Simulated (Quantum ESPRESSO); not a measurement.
# Computed records: Al2ZnClF7 (made-up cell, one site empty)

Computed with Quantum ESPRESSO 7.5. Calculation on a made-up crystal cell, not a measurement, run twice, once with a planted mistake found by running each candidate: periodic Kohn-Sham density functional theory in plane waves with PseudoDojo standard norm-conserving scalar-relativistic pseudopotentials, each functional with its own files (v0.5 for PBE, v0.4.1 for LDA and PBEsol), no spin polarisation, no spin-orbit coupling, atoms not relaxed, stress positive in tension, energies less a fixed whole-eV offset for each atom's element; levels are Kohn-Sham levels at fractions of this cell's reciprocal vectors, counted from the reference band (half the neutral cell's valence electrons, rounded up) at Gamma; error bars cover cutoff and k-mesh only, not smearing or the files; each bar is the largest change over components, and at least 0.002 eV, 0.002 eV per angstrom or 0.02 GPa; a charged cell sits in a uniform background, with energy and stress on this program's zero of potential; no dispersion term; energies are for the whole cell, and the offsets were chosen from early runs and are not element reference energies; a distance is the largest change of any value in units of its error bar (the energy's for the smearing term), a scale change is of lengths, and a coarse mesh keeps the half-step shift.

Common to all entries: lattice type rutile, doubled along c; empty site 1; intended functional pbe; intended cutoff 1143 eV; intended fermi dirac smearing 0.025 eV; intended scf tolerance 1e-07 eV; intended electrons removed 0; healthy free energy less offsets 35.585 eV; healthy scf iterations 10; healthy smearing term minus ts 0 eV; healthy pressure 6.36 GPa; healthy stress xx -3.77 GPa; healthy stress yy -4.37 GPa; healthy stress zz -10.93 GPa; healthy stress yz 2.05 GPa; healthy stress xz -3.4 GPa; healthy stress xy -15.03 GPa; healthy reference band 41; faulty scf iterations 10; faulty reference band 41; candidate k points along each vector 1; candidate cutoff 825 eV; candidate smearing 0.5 eV; candidate functional pbesol; candidate scf tolerance 0.3 eV; candidate electrons removed -1; candidate scale change -1 percent; candidate first exchanged site 10; candidate second exchanged site 12; intended k mesh 5 x 5 x 4, shifted by half a step; structure shown as intended, without the mistake.

(1) 
```cif
# cell vector a (Å): 4.6338 -0.0581 0.0242
# cell vector b (Å): -0.0581 4.6500 0.0173
# cell vector c (Å): 0.0322 0.0231 6.2723
data_Al2ZnClF7
_symmetry_space_group_name_H-M 'P 1'
_symmetry_Int_Tables_number 1
_cell_length_a 4.6342
_cell_length_b 4.6504
_cell_length_c 6.2724
_cell_angle_alpha 89.580
_cell_angle_beta 89.409
_cell_angle_gamma 91.433
_cell_volume 135.12
loop_
_atom_site_label
_atom_site_type_symbol
_atom_site_fract_x
_atom_site_fract_y
_atom_site_fract_z
_atom_site_occupancy
Al1 Al 0.52170 0.52697 0.22586 1
Zn1 Zn 0.99312 0.03145 0.48797 1
Al2 Al 0.48267 0.50342 0.77170 1
F1 F 0.31738 0.30433 0.00384 1
F2 F 0.68139 0.68654 0.98089 1
F3 F 0.83924 0.17579 0.27091 1
F4 F 0.18917 0.77997 0.24360 1
F5 F 0.30347 0.32956 0.50037 1
Cl1 Cl 0.67740 0.68892 0.49621 1
F6 F 0.79130 0.20811 0.73782 1
F7 F 0.20606 0.83216 0.74192 1
_calc_faulty_free_energy_less_offsets 37.559  # eV
_calc_faulty_smearing_term_minus_ts 0  # eV
_calc_faulty_pressure -14.82  # GPa
_calc_faulty_stress_xx 17.42  # GPa
_calc_faulty_stress_yy 16.89  # GPa
_calc_faulty_stress_zz 10.14  # GPa
_calc_faulty_stress_yz 2  # GPa
_calc_faulty_stress_xz -3.38  # GPa
_calc_faulty_stress_xy -14.96  # GPa
_calc_fault_kind ?
```

Atoms:
| atoms element | atom site | atom energy offset (eV) |
| --- | --- | --- |
| Al | 2 | -64 |
| Zn | 3 | -5687 |
| Al | 4 | -64 |
| F | 5 | -677 |
| F | 6 | -677 |
| F | 7 | -677 |
| F | 8 | -677 |
| F | 9 | -677 |
| Cl | 10 | -449 |
| F | 11 | -677 |
| F | 12 | -677 |

Healthy forces:
| site | x (eV/Å) | y (eV/Å) | z (eV/Å) |
| --- | --- | --- | --- |
| 2 | -3.21 | -1.812 | -3.413 |
| 3 | 3.495 | -0.959 | 3.873 |
| 4 | -1.509 | -1.494 | 1.091 |
| 5 | 1.153 | 1.267 | 0.146 |
| 6 | -0.305 | -0.461 | 0.705 |
| 7 | -3.809 | 3.788 | -4.606 |
| 8 | 2.058 | -1.52 | -0.23 |
| 9 | 0.364 | -0.101 | 0.313 |
| 10 | 2.209 | 1.66 | 1.361 |
| 11 | -1.696 | 1.566 | 0.639 |
| 12 | 1.251 | -1.934 | 0.12 |

Healthy levels:
| level k point | next band up (eV) |
| --- | --- |
| Gamma | 4.431 |
| (1/2,1/2,1/2) | 6.486 |
| (0.15,0,0) | 4.686 |
| (0,0.15,0) | 4.69 |
| (0,0,0.15) | 4.624 |

Faulty forces:
| site | x (eV/Å) | y (eV/Å) | z (eV/Å) |
| --- | --- | --- | --- |
| 2 | -3.209 | -1.811 | -3.417 |
| 3 | 3.473 | -0.988 | 3.814 |
| 4 | -1.509 | -1.493 | 1.1 |
| 5 | 1.16 | 1.268 | 0.141 |
| 6 | -0.311 | -0.46 | 0.708 |
| 7 | -3.785 | 3.757 | -4.559 |
| 8 | 2.04 | -1.492 | -0.224 |
| 9 | 0.393 | -0.078 | 0.321 |
| 10 | 2.209 | 1.661 | 1.361 |
| 11 | -1.699 | 1.569 | 0.649 |
| 12 | 1.238 | -1.932 | 0.107 |

Faulty levels:
| level k point | next band up (eV) |
| --- | --- |
| Gamma | 4.448 |
| (1/2,1/2,1/2) | 6.512 |
| (0.15,0,0) | 4.704 |
| (0,0.15,0) | 4.708 |
| (0,0,0.15) | 4.641 |

Candidate mistake: coarse kmesh, low cutoff, wide smearing, wrong functional, loose scf, wrong charge, cell scaled, atoms exchanged

(2) 
```cif
# cell vector a (Å): 4.6338 -0.0581 0.0242
# cell vector b (Å): -0.0581 4.6500 0.0173
# cell vector c (Å): 0.0322 0.0231 6.2723
data_Al2ZnClF7
_symmetry_space_group_name_H-M 'P 1'
_symmetry_Int_Tables_number 1
_cell_length_a 4.6342
_cell_length_b 4.6504
_cell_length_c 6.2724
_cell_angle_alpha 89.580
_cell_angle_beta 89.409
_cell_angle_gamma 91.433
_cell_volume 135.12
loop_
_atom_site_label
_atom_site_type_symbol
_atom_site_fract_x
_atom_site_fract_y
_atom_site_fract_z
_atom_site_occupancy
Al1 Al 0.52170 0.52697 0.22586 1
Zn1 Zn 0.99312 0.03145 0.48797 1
Al2 Al 0.48267 0.50342 0.77170 1
F1 F 0.31738 0.30433 0.00384 1
F2 F 0.68139 0.68654 0.98089 1
F3 F 0.83924 0.17579 0.27091 1
F4 F 0.18917 0.77997 0.24360 1
F5 F 0.30347 0.32956 0.50037 1
Cl1 Cl 0.67740 0.68892 0.49621 1
F6 F 0.79130 0.20811 0.73782 1
F7 F 0.20606 0.83216 0.74192 1
_calc_faulty_free_energy_less_offsets 35.573  # eV
_calc_faulty_smearing_term_minus_ts -0.083  # eV
_calc_faulty_pressure 6.46  # GPa
_calc_faulty_stress_xx -3.86  # GPa
_calc_faulty_stress_yy -4.46  # GPa
_calc_faulty_stress_zz -11.05  # GPa
_calc_faulty_stress_yz 2.04  # GPa
_calc_faulty_stress_xz -3.41  # GPa
_calc_faulty_stress_xy -14.97  # GPa
_calc_fault_kind ?
```

Atoms:
| atoms element | atom site | atom energy offset (eV) |
| --- | --- | --- |
| Al | 2 | -64 |
| Zn | 3 | -5687 |
| Al | 4 | -64 |
| F | 5 | -677 |
| F | 6 | -677 |
| F | 7 | -677 |
| F | 8 | -677 |
| F | 9 | -677 |
| Cl | 10 | -449 |
| F | 11 | -677 |
| F | 12 | -677 |

Healthy forces:
| site | x (eV/Å) | y (eV/Å) | z (eV/Å) |
| --- | --- | --- | --- |
| 2 | -3.21 | -1.812 | -3.413 |
| 3 | 3.495 | -0.959 | 3.873 |
| 4 | -1.509 | -1.494 | 1.091 |
| 5 | 1.153 | 1.267 | 0.146 |
| 6 | -0.305 | -0.461 | 0.705 |
| 7 | -3.809 | 3.788 | -4.606 |
| 8 | 2.058 | -1.52 | -0.23 |
| 9 | 0.364 | -0.101 | 0.313 |
| 10 | 2.209 | 1.66 | 1.361 |
| 11 | -1.696 | 1.566 | 0.639 |
| 12 | 1.251 | -1.934 | 0.12 |

Healthy levels:
| level k point | next band up (eV) |
| --- | --- |
| Gamma | 4.431 |
| (1/2,1/2,1/2) | 6.486 |
| (0.15,0,0) | 4.686 |
| (0,0.15,0) | 4.69 |
| (0,0,0.15) | 4.624 |

Faulty forces:
| site | x (eV/Å) | y (eV/Å) | z (eV/Å) |
| --- | --- | --- | --- |
| 2 | -3.21 | -1.815 | -3.426 |
| 3 | 3.495 | -0.955 | 3.867 |
| 4 | -1.51 | -1.497 | 1.107 |
| 5 | 1.144 | 1.261 | 0.138 |
| 6 | -0.3 | -0.452 | 0.695 |
| 7 | -3.79 | 3.77 | -4.59 |
| 8 | 2.046 | -1.509 | -0.224 |
| 9 | 0.36 | -0.102 | 0.316 |
| 10 | 2.21 | 1.663 | 1.372 |
| 11 | -1.686 | 1.557 | 0.632 |
| 12 | 1.241 | -1.921 | 0.114 |

Faulty levels:
| level k point | next band up (eV) |
| --- | --- |
| Gamma | 4.446 |
| (1/2,1/2,1/2) | 6.504 |
| (0.15,0,0) | 4.702 |
| (0,0.15,0) | 4.705 |
| (0,0,0.15) | 4.639 |

Candidate mistake: coarse kmesh, low cutoff, wide smearing, wrong functional, loose scf, wrong charge, cell scaled, atoms exchanged

Questions
1. Give the missing fault kind for Al2ZnClF7 (made-up cell, one site empty) (entry 1).
2. Estimate the fault kind of Al2ZnClF7 (made-up cell, one site empty) (entry 2).

Calculated values
1. low cutoff
2. wide smearing

Further results for Al2ZnClF7 (made-up cell, one site empty) (entry 1):

- other mistakes compared: 7
- distance from healthy: 1063 error bars
- distance from nearest other mistake: 915.2 error bars
- healthy error bar energy: 0.003175 eV
- healthy error bar stress: 0.02 GPa
- healthy error bar force: 0.002 eV/Å
- healthy error bar next band up: 0.002 eV

Further results for Al2ZnClF7 (made-up cell, one site empty) (entry 2):

- other mistakes compared: 7
- distance from healthy: 26.28 error bars
- distance from nearest other mistake: 129.8 error bars
- healthy error bar energy: 0.003175 eV
- healthy error bar stress: 0.02 GPa
- healthy error bar force: 0.002 eV/Å
- healthy error bar next band up: 0.002 eV
